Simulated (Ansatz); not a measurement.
BeRh (CsCl type, space group No. 221), PBE (plane waves, PAW; program Ansatz), all energies at zero smearing, with the estimated change up to a 700 eV cutoff added, with one set of potentials and settings (totals compare only within such a set). Cell of 2 atoms (1 Be, 1 Rh): -6496.863 eV.

```tsv
element	reference phase	E (eV/atom)
Be	P6_3/mmc, 2 atoms in the cell	-92.7620
Rh	Fm-3m, 1 atoms in the cell	-6402.8911
```

Formation energy per atom, worked out: (-6496.863 − 1×(-92.7620) − 1×(-6402.8911))/2 = -0.605 eV/atom (-58 kJ per mol of atoms), at 0 K, without zero-point energy or fitted corrections.

Space group Pm-3m (CsCl type). The workflow started from a Materials Project entry (that database holds measured and hypothetical structures alike); the Crystallography Open Database copy checked does not list it. With Be and Rh taken as one species the cell has the higher symmetry Im-3m, so it may be an ordered model of a mixed-site phase. Whether it is the stable phase at ambient conditions was not checked. The cell was relaxed with PBE under the symmetry of its start; its stability against distortions is not shown here. No spin polarisation was allowed. The references are the lowest solids computed at this level, not always the standard phases.

Potentials: the later of the program's two PAW sets.
